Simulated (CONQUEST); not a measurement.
Set-up for a self-consistent single point of Au (Cmcm, 4 atoms in the cell; from Materials Project mp-1008634, changed as shown).

```yaml
crystal:
  lattice:
    - [2.76617, 0.00000, 0.00000]
    - [0.00000, 5.00963, 0.00000]
    - [0.00000, 0.00000, 4.79531]
  atoms:
    - { symbol: Au, position: [0.00000, 0.33467, 0.75000] }
    - { symbol: Au, position: [0.50000, 0.16533, 0.25000] }
    - { symbol: Au, position: [0.50000, 0.83467, 0.75000] }
    - { symbol: Au, position: [0.00000, 0.66533, 0.25000] }
```

Method: LDA (PW92), numerical atomic orbitals double-zeta with polarisation (the shipped basis), PseudoDojo norm-conserving potentials made for LDA run with CONQUEST.

CONQUEST settings:

| setting | value |
|---|---|
| basis | DZP |
| Diag.MPMeshX, Y, Z | 8 6 6 |
| potentials | PseudoDojo norm-conserving LDA |
| Grid.GridCutoff | 140 Ha |
| DM.SolutionMethod | diagon |
| Diag.kT | 0.003675 Ha |
| Diag.GammaCentred | true |
| minE.SCTolerance | 1.0e-06 |
| SC.MaxIters | 100 |
| SC.LinearMixingFactor | 0.5 |
| SC.KerkerPreCondition | true |
| SC.KerkerFactor | 0.3 1/bohr |
| AtomMove.TypeOfRun | static |

Results:

Number of valence electrons: 76
Number of bands: 76
Number of k-points after the program's reduction: 201
Size of the basis: 76
Number of SCF iterations: 9
FFT grid: 32 × 60 × 60
Free energy E − TS: -16059.4001 eV
Fermi level (on the code's own zero): -4.15 eV
Pressure: 1.06 GPa

Stress (GPa, positive for compression):
```
2.83  0.00  0.00
0.00  0.31  0.00
0.00  0.00  0.03
```

For comparison: a first run was changed to give this one (lattice scaled by 0.98), and from it to this one the free energy goes down by 27.1 meV/atom and the pressure goes from -8.68 to 1.06 GPa.

The program uses no crystal symmetry, so grid and mesh can part values that symmetry would make equal. The atom-centred basis is finite, which shifts total energies and pressures against plane waves. The structure comes from a collection of computed structures, made at another level of theory; the collection holds predicted forms beside known ones. No clean gap shows at this smearing width and mesh (spacing up to 0.28 Å⁻¹); the mesh is coarse for partly filled bands, so the values carry mesh errors.

Cost on one core: around 2.7 core-minutes (rough).
